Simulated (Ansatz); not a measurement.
Recipe of this trial structure of LiCaO: ordered mixture on the cation sites of antifluorite (P4/nmm, No. 129) (occupants of the shared sites, in ratio, Ca: 2, Li: 2). The dimensions are guesses.

```cif
data_structure
_symmetry_space_group_name_H-M 'P4/nmm:1'
_symmetry_Int_Tables_number 129
_cell_length_a 3.7894
_cell_length_b 3.7894
_cell_length_c 5.3590
_cell_angle_alpha 90.000
_cell_angle_beta 90.000
_cell_angle_gamma 90.000
_cell_volume 76.95
loop_
_atom_site_label
_atom_site_type_symbol
_atom_site_symmetry_multiplicity
_atom_site_Wyckoff_symbol
_atom_site_fract_x
_atom_site_fract_y
_atom_site_fract_z
_atom_site_occupancy
Li1 Li 2 b 0.50000 0.50000 0.50000 1
Ca1 Ca 2 a 0.00000 0.00000 0.00000 1
O1 O 2 c 0.50000 0.00000 0.75000 1
```

All numbers below come from DFT PBE, scalar-relativistic, plane waves, PAW (Ansatz). Cutoff 420 eV, Gaussian smearing, Γ-centred meshes. Cell and atoms relax first on a coarse mesh and then on a finer one. In between, the cell is made exact in the group found at 0.06 Å. In metals the finer mesh still leaves noise of several meV/atom or more. The steps can't lower the symmetry of their start. No spin polarisation.

A guess keeps its type if space group and coordination stay and the shape of the cell changes little (axis ratios within about 15 %, angles within 6°); the volume may change.

Question: Will the relaxed cell still be of the starting type?

Answer: It doesn't keep its type. The symmetry stays P4/nmm (No. 129). The volume per atom grows by 101.9 %, from 12.8 to 25.9 Å³. The shortest distance goes from 2.32 Å (Ca–O and Li–O) to 2.28 Å (Ca–O). The ratio c/a of the conventional cell changes by a factor of 1.22. Counting neighbours within 15 % of an atom's shortest distance, the start has Ca 4, Li 4, O 8 and the end Ca 4, Li 4, O 4. In detail, at the end Li is surrounded by 4 Li at 3.17 Å; around Ca lie 4 O at 2.28 Å and 4 Ca at 3.17 Å; O has 4 Ca at 2.28 Å.

```cif
data_structure
_symmetry_space_group_name_H-M 'P4/nmm:1'
_symmetry_Int_Tables_number 129
_cell_length_a 4.4836
_cell_length_b 4.4836
_cell_length_c 7.7285
_cell_angle_alpha 90.000
_cell_angle_beta 90.000
_cell_angle_gamma 90.000
_cell_volume 155.36
loop_
_atom_site_label
_atom_site_type_symbol
_atom_site_symmetry_multiplicity
_atom_site_Wyckoff_symbol
_atom_site_fract_x
_atom_site_fract_y
_atom_site_fract_z
_atom_site_occupancy
Li1 Li 2 b 0.50000 0.50000 0.50000 1
Ca1 Ca 2 a 0.00000 0.00000 0.00000 1
O1 O 2 c 0.50000 0.00000 0.94704 1
```

The last run used an 8×8×6 mesh (in the run's order of axes) for its 6-atom cell and Gaussian smearing of 0.10 eV. Weakly bound directions are ill-defined at this level, which has no dispersion term. The cell is a metal run without spin; a magnetic state may lie lower. A structure relaxed within its symmetry needn't be a true minimum.
